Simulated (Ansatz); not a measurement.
Starting cell, Bi2Se3 (Bi2Te3 type, space group R-3m):

```
CELL_PARAMETERS angstrom
      2.07220     1.19638     9.48183
     -2.07220     1.19638     9.48183
      0.00000    -2.39277     9.48183
ATOMIC_POSITIONS crystal
  Bi 0.40088 0.40088 0.40088
  Bi 0.59912 0.59912 0.59912
  Se 0.00000 0.00000 0.00000
  Se 0.21052 0.21052 0.21052
  Se 0.78948 0.78948 0.78948
```

In this cell atom 3 (Se, nearest neighbour Bi at 3.069 Å; its periodic images, 4.1 Å or more away, move with it) is moved by s along Cartesian [110], unit vector (0.707, 0.707, 0.000); all other atoms and the cell stay fixed.

All values below come from PBE-D3(BJ) (plane waves to 420 eV, PAW, scalar-relativistic; Ansatz, a quantum-chemistry and plane-wave program). k mesh 8×8×8 (Γ-centred), Fermi-Dirac smearing 0.05 eV. The energy includes the smearing's −TS. Bi2Se3 was relaxed with its symmetry unable to fall. Spin-orbit coupling is left out, though Bi is heavy. The PAW data are Ansatz's earlier set. ΔE is measured from the undisplaced structure.

Question: Estimate the ΔE (meV/cell) for s (Å) = -0.610, -0.366, -0.244, -0.122, 0.366, 0.488.

Answer: 
```csv
s (Å),ΔE (meV/cell)
-0.610,620
-0.366,215
-0.244,94
-0.122,23
0.366,215
0.488,389
```

(A displaced cell: forces are minus the slopes of the energy, force constants its curvatures, and phonons follow from these.)
